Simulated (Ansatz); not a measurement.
Put Sc₅Mo in P4/mmm (No. 123): Sc on 4j and 1b; Mo on 1a.

Theory: Ansatz 0.2.0, DFT PBE, scalar-relativistic, plane waves, PAW. Cutoff 420 eV, Γ-centred mesh, Gaussian smearing, no spin polarisation.

The zero of energy is the elements' standard structures at the same level; no fitted shifts are applied.

Q: Predict the relaxed structure.

A:

Space group P4/mmm (No. 123). a = 6.663 Å, b = 6.663 Å, c = 5.044 Å, α = 90.00°, β = 90.00°, γ = 90.00°
| atom | site | symmetry | x | y | z |
| --- | --- | --- | --- | --- | --- |
| Sc | 4j | m.2m | 0.7382 | 0.7382 | 0.0000 |
| Sc | 1b | 4/mmm | 0.0000 | 0.0000 | 0.5000 |
| Mo | 1a | 4/mmm | 0.0000 | 0.0000 | 0.0000 |

Sc on a site of symmetry m2m is surrounded by 1 Mo at 2.47 Å, 2 Sc at 3.17 Å and 4 Sc at 3.49–3.53 Å; around Sc on a site of symmetry 4/mmm lie 2 Mo at 2.52 Å and 8 Sc at 3.53 Å; Mo has 6 Sc at 2.47–2.52 Å. Another local minimum with the same sites may exist.

Q: Where does its energy lie, and is it a metal?

A: The formation energy is +1.10 eV/atom. The gap on the 6×6×8 mesh of the 6-atom cell is 0 eV (a metal). A positive value: parting into the elements would lower its energy.

The last run used Gaussian smearing of 0.10 eV. Symmetry constrained the relaxation, so the result can be a saddle point. Another cell of Sc5Mo relaxed alike but with spin, in F-43m, lies 0.55 eV/atom lower, so this cell isn't the stable form at this level.
